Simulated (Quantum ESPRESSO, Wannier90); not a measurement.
**Wannier functions of CdCl₂ (R-3m)**

```xyz
3
Lattice="-1.9286 3.3404 0.0000 -3.8572 0.0000 0.0000 -1.9286 1.1135 6.1057" Properties=species:S:1:pos:R:3 pbc="T T T"
Cd     0.0000     0.0000     0.0000
Cl    -1.9286     1.1135     1.4418
Cl     1.9286    -1.1135    -1.4418
```

Materials Project entry mp-22881; symmetrised, unrelaxed at this level. COD (Crystallography Open Database) has an entry of this formula and space group (matched by these alone). Level: PBEsol, spinors with spin-orbit coupling; pw.x of Quantum ESPRESSO at 82 Ry with PseudoDojo potentials, 6×6×6 k-points, Wannier90. Density: 10×10×10 mesh, cold smearing 0.01 Ry. The cell is built of weakly bound layers, chains or molecules, whose nearest atoms lie 3.92 Å apart. Database cells relaxed without dispersion often hold them too far apart, which can enlarge gaps and weakens couplings between them; spacing and stacking were not compared with the measured crystal.

A tight-binding model is made by disentanglement and projection with no localisation steps (num_iter = 0), so the 24 orbitals stay atom-like: hydrogen-like Cd: s;p; Cl: s;p, axes along x, y, z; frozen window up to 8.43 eV relative to the valence-band maximum. It follows pw.x to 3.0 meV rms for states up to 4.4 eV relative to the valence-band maximum. Matrix elements depend on this choice of orbitals and windows. Bands 13–16 (Cd 4d 95 %), 17–22 (Cd 4d 95 %) lie between the kept ones and are excluded.

Question: What are the on-site energies relative to the valence-band maximum, and how fast do the hoppings decay?

Answer: 
```json
[
 {"atom": "Cd1", "orbitals": "s↑ s↓", "energy (eV)": "2.55"},
 {"atom": "Cd1", "orbitals": "pz↑ pz↓ px↑ px↓ py↑ py↓", "energy (eV)": "7.50"},
 {"atom": "Cl2", "orbitals": "s↑ s↓", "energy (eV)": "-12.78"},
 {"atom": "Cl2", "orbitals": "pz↑ pz↓", "energy (eV)": "-0.62"},
 {"atom": "Cl2", "orbitals": "px↑ px↓ py↑ py↓", "energy (eV)": "-0.48"},
 {"atom": "Cl3", "orbitals": "s↑ s↓", "energy (eV)": "-12.78"},
 {"atom": "Cl3", "orbitals": "pz↑ pz↓", "energy (eV)": "-0.62"},
 {"atom": "Cl3", "orbitals": "px↑ px↓ py↑ py↓", "energy (eV)": "-0.48"}
]
```

```csv
distance of the centres (Å),largest modulus (eV)
2–3,1.4
3–4,0.61
4–5,0.13
5–6,0.067
6–7,0.065
7–8,0.085
8–9,0.020
```

Effective spin-orbit constants λ of λ L·S, from the same-site elements px↑–py↑ (λ/2) and dx2-y2↑–dxy↑ (λ), where they are among the larger elements: Cd1 p 0.27 eV.
